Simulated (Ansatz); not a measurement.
## MgAu4Se4Cl4O12 — quadrupolar parameters

The cell is a computed structure from the Materials Project (it need not be an observed phase), taken as it stands.

```
Mg Se Au Cl O
1.0
     4.85217    0.00000    0.00000
     0.51828   10.07073    0.00000
     0.00684    1.08150   11.09284
Mg Se Au Cl O
1 4 4 4 12
Cartesian
  1.4835 8.8938 1.4150
  3.9719 8.7384 3.6124
  0.8393 8.2626 9.7801
  4.0371 3.0816 0.8343
  1.8606 2.3551 8.0707
  0.3124 6.0031 1.8938
  4.4357 1.1691 10.7319
  5.0349 5.0614 8.9636
  0.8924 10.5483 5.7101
  1.7732 5.7570 7.4698
  3.8653 5.1369 3.5604
  1.5503 2.2344 4.8051
  4.5861 8.7387 6.5917
  3.2009 9.2763 2.2070
  3.5566 4.5154 10.3016
  0.4830 7.8183 2.8232
  0.2483 1.7240 0.6941
  0.5605 4.1971 1.0414
  4.4228 9.4086 9.9694
  1.4261 7.0434 0.4313
  0.2570 3.1661 8.3027
  5.0136 10.1173 3.8188
  4.6053 6.9340 9.6800
  2.2284 1.7873 9.5928
  1.0790 0.8236 7.5480
```

Atoms are numbered from 1 in the order listed; like atoms form one site, named after its first atom.

The numbers come from a DFT calculation in Ansatz (r2SCAN, plane waves and PAW, scalar-relativistic, 500 eV cutoff, Γ-centred 7×4×3 k-points, Fermi–Dirac smearing 0.05 eV).

Conventions: |V_zz| ≥ |V_yy| ≥ |V_xx|, η = (V_xx − V_yy)/V_zz, C_Q = eQV_zz/h.

²⁵Mg: I = 5/2, Q = 199.4 mb; ¹⁹⁷Au: I = 3/2, Q = 547.0 mb; Cl-35: I = 3/2, Q = -81.12 mb; ¹⁷O: I = 5/2, Q = -25.58 mb. Quadrupole moments are those of Pyykkö's year-2017 table.

| site | atoms (order as listed) | first shell | V_zz (10²¹ V/m²) | η | C_Q (MHz) |
| --- | --- | --- | --- | --- | --- |
| Mg | 1 | 3 O at 1.93–2.10 Å; also 4 O at 3.00–3.26 Å | -2.12 | 0.85 | -10.2 |
| Se2 | 2 | 3 O at 1.69–1.82 Å | -32.1 | 0.40 | – |
| Se3 | 3 | 3 O at 1.72–1.85 Å | -32.8 | 0.41 | – |
| Se4 | 4 | 3 O at 1.73–1.78 Å | -33.5 | 0.22 | – |
| Se5 | 5 | 3 O at 1.67–1.81 Å | -33.8 | 0.19 | – |
| Au6 | 6 | 3 O at 2.01–2.11 Å, 1 Cl at 2.28 Å | -5.89 | 0.45 | -77.9 |
| Au7 | 7 | 2 O at 2.05–2.06 Å, angle 169°; also 4 O at 2.56–3.23 Å | -24.5 | 0.95 | -324 |
| Au8 | 8 | 3 O at 2.01–2.07 Å, 1 Cl at 2.29 Å; also 1 O at 3.20 Å | 5.28 | 0.88 | 69.8 |
| Au9 | 9 | 2 O at 2.00–2.07 Å, 2 Cl at 2.30–2.32 Å | 8.62 | 0.30 | 114 |
| Cl10 | 10 | 1 Au at 2.29 Å | 30.5 | 0.01 | -59.8 |
| Cl11 | 11 | 1 Au at 2.28 Å | 32.5 | 0.02 | -63.8 |
| Cl12 | 12 | 1 Au at 2.30 Å; also 1 Se at 3.28 Å | 29.9 | 0.02 | -58.6 |
| Cl13 | 13 | 1 Au at 2.32 Å; also 1 Se at 3.04 Å | 26.1 | 0.12 | -51.2 |
| O14 | 14 | 1 Se at 1.69 Å, 1 Mg at 1.93 Å, angle 133°; also 1 Au at 3.23 Å | 13.92 | 0.08 | -8.61 |
| O15 | 15 | 1 Se at 1.73 Å, 1 Au at 2.07 Å, angle 117° | 14.30 | 0.87 | -8.84 |
| O16 | 16 | 1 Se at 1.82 Å, 1 Mg at 2.03 Å, 1 Au at 2.05 Å | 13.61 | 0.94 | -8.42 |
| O17 | 17 | 1 Se at 1.73 Å, 1 Au at 2.06 Å, angle 118°; also 1 Mg at 3.07 Å | 14.97 | 0.81 | -9.26 |
| O18 | 18 | 1 Se at 1.78 Å, 1 Au at 2.01 Å, angle 121°; also 1 Au at 3.20 Å | -16.84 | 0.79 | 10.4 |
| O19 | 19 | 1 Se at 1.72 Å, 1 Au at 2.05 Å, angle 116°; also 1 Mg at 3.23 Å | 14.25 | 0.85 | -8.81 |
| O20 | 20 | 1 Se at 1.85 Å, 1 Mg at 2.10 Å, 1 Au at 2.11 Å | 13.80 | 0.81 | -8.54 |
| O21 | 21 | 1 Se at 1.81 Å, 1 Au at 2.01 Å, angle 120°; also 1 Au at 3.22 Å | -16.76 | 0.81 | 10.4 |
| O22 | 22 | 1 Se at 1.74 Å, 1 Au at 2.07 Å, angle 119°; also 1 Mg at 3.00 Å | 14.17 | 0.78 | -8.77 |
| O23 | 23 | 1 Se at 1.72 Å, 1 Au at 2.05 Å, angle 126° | 14.77 | 0.76 | -9.13 |
| O24 | 24 | 1 Se at 1.67 Å; also 2 Au at 2.56–2.95 Å | 14.00 | 0.08 | -8.66 |
| O25 | 25 | 1 Se at 1.80 Å, 1 Au at 2.00 Å, angle 125° | 15.80 | 0.98 | -9.77 |

At Cl10, Cl11, Cl12 and Cl13 V_zz points along its bond to Au (within 3°) in each case. At Se2 and Se4 V_zz stands upright on the plane through its three neighbours (within 11°) in each case. At O14 V_zz points along the shorter of its two bonds, to Se (within 2°).

Se has no stable isotope with a ground-state quadrupole moment in the table, so no C_Q is given.

The largest force is 1.2 eV/Å, so the atoms aren't at the calculated equilibrium and relaxing them would move these values. Spin–orbit coupling is left out, which shifts gradients on Au by a few per cent in wide-gap crystals, and can shift them far more where the calculated gap is small or absent, as here. With these PAW files V_zz is typically within 2 to 3 % of all-electron values, but misses above 10 % occur on Au. Where η is near 1 the sign of V_zz means little.

The run took 10 min of wall time (20 min of CPU time) and 3.9 GiB at its peak, on 2 threads of Arm Neoverse V2 (aarch64; 8 cores open to the job, memory cap 5.0 GiB, no GPU), a shared host with a load of 0.4 a core.
